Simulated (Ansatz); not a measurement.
A geometry of Be away from equilibrium: step 2 of the relaxation of a relaxed Be cell displaced along its unstable phonon at q = (½, 0, 0) of its primitive reciprocal cell (377i cm⁻¹), largest move 0.15 Å. Calculation: PBE (plane waves to 420 eV, PAW, scalar-relativistic; Ansatz, a program for electronic structure). Γ-centred k-mesh 8×15×15 on the run's cell (coarser than for final values), Fermi–Dirac smearing 0.05 eV. The plane waves were selected for a different cell earlier on the path.

```xyz
2
Lattice="4.2775 0.0000 0.0000 0.0000 2.1786 0.0000 0.0000 0.0000 2.1498" Properties=species:S:1:pos:R:3 pbc="T T T"
Be     0.0000     0.0000    -0.3414
Be     2.1388     0.0000     0.3414
```

What forces act on the atoms (eV/Å)?


```tsv
atom	Fx	Fy	Fz
Be1	0.00	0.00	-0.77
Be2	0.00	0.00	0.77
```

The path ends in P6/mmm (No. 191) (AFLOW prototype A_hP1_191_a (A_f, as in Sn)). No spin polarisation in the result.

The run could not lose the symmetry of its start, so the end can be a saddle point.

The end of the path is a generated cell of Be: the first start was made by placing the elements on the sites of a structure type, and the end was not matched to a known phase here, so it may be hypothetical. Known forms of Be include space group No. 194.
